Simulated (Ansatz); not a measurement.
In3GaSbAs3:
```xyz
8
Lattice="4.3092 0.0000 0.0000 0.0000 4.3274 0.0000 0.0000 0.0000 12.2679" Properties=species:S:1:pos:R:3 pbc="T T T"
In     0.0000     0.0000    12.2139
As     0.0000     2.1637    10.6904
In     2.1546     2.1637     9.1532
As     2.1546     0.0000     7.6316
In     0.0000     0.0000     6.0987
As     0.0000     2.1637     4.5633
Ga     2.1546     2.1637     3.2319
Sb     2.1546     0.0000     1.7136
```

Relaxed with r²SCAN.

Q: Give the Bader charges and basin volumes of the independent atoms, DFT-r²SCAN in the program Ansatz with PAW potentials.

A: 

| atom | Bader charge (e) | Bader volume (Å³) |
|---|---|---|
| In1 | +0.67 | 25.1 |
| As2 | -0.83 | 33.3 |
| In3 | +0.84 | 23.7 |
| As4 | -0.84 | 33.3 |
| In5 | +0.83 | 23.8 |
| As6 | -0.78 | 32.2 |
| Ga7 | +0.58 | 19.5 |
| Sb8 | -0.47 | 37.9 |

Space group Pmm2. The start of the workflow was typed in or built on a structure type; neither database checked (COD, Materials Project) lists it. Whether it is the stable phase at ambient conditions was not checked. The r²SCAN relaxation kept the symmetry of its start; its stability against distortions is not shown here. Scalar-relativistic: spin–orbit coupling is off unless named, which matters more the heavier the elements.

Potentials: the earlier of the program's two PAW sets.
